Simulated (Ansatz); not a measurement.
CaZn2Ge2 in space group I4/mmm (No. 139; Ge on 4e, Ca on 2a, Zn on 4d) at seven volumes, r²SCAN (plane waves, PAW; program Ansatz), shape and atoms relaxed at each. One row is withheld.

| V (Å³/atom) | P (GPa) |
|---|---|
| 17.442 | 7.82 |
| 18.017 | 4.78 |
| 18.592 | ? |
| 19.167 | 0.00 |
| 19.742 | -1.85 |
| 20.317 | -3.43 |
| 20.892 | -4.77 |

**Question.** Fit the shown pressures and predict the withheld one.

**Answer.** P = (3/2)B₀(x^(7/2) − x^(5/2))[1 + (3/4)(B′ − 4)(x − 1)] with x = (V₀/V)^(2/3). Least squares on the six rows gives V₀ = 19.169 Å³/atom, B₀ = 67.1 GPa, B′ = 4.46. At V = 18.592, x = 1.0206 and P = 2.20 GPa. The run itself gave 2.19 GPa.

The workflow started from an entry of the Crystallography Open Database (COD). Whether it is the stable phase at ambient conditions was not checked. The cell was relaxed with r²SCAN under the symmetry of its start; its stability against distortions is not shown here.

Potentials: the later of the program's two PAW sets.
